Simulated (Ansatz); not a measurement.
Input:

Mo₂C:
```
Mo2C
1.0
    4.72384     0.00000     0.00000
    0.00000     6.04861     0.00000
    0.00000     0.00000     5.21107
Mo C
8 4
Cartesian
  1.15642   5.31372   0.41487
  3.56743   0.73489   4.79620
  1.20550   3.75920   3.02040
  3.51834   2.28941   2.19066
  3.51834   3.75920   4.79620
  1.20550   2.28941   0.41487
  3.56743   5.31372   2.19066
  1.15642   0.73489   3.02040
  2.36192   5.30741   3.90830
  2.36192   0.74120   1.30277
  0.00000   3.76551   1.30277
  0.00000   2.28311   3.90830
```

This is the r²SCAN-relaxed structure.

Task: All from r²SCAN (plane waves, PAW; program Ansatz), unless another level is named. Give the electronic character.

Result: metallic (no gap).

Task: Give the density of states at the Fermi level.

Result: 0.53 states/eV per atom (mean over ±0.08 eV).

Task: Predict the formation energy from the elements (no fitted shifts).

Result: -0.13 eV/atom.

Task: Predict the gap with spin–orbit coupling.

Result: none (metallic).

Space group Pbcn. The workflow started from a Materials Project entry (that database holds measured and hypothetical structures alike); the Crystallography Open Database files this formula in space group No. 60, but the cells were not matched. Whether it is the stable phase at ambient conditions was not checked. Symmetry was held in the r²SCAN relaxation; its stability against distortions is not shown here. The run is not spin-polarised. The references are the lowest solids computed at this level, not always the standard phases. Scalar-relativistic: spin–orbit coupling is off unless named, which matters more the heavier the elements.

Potentials: the earlier of the program's two PAW sets.
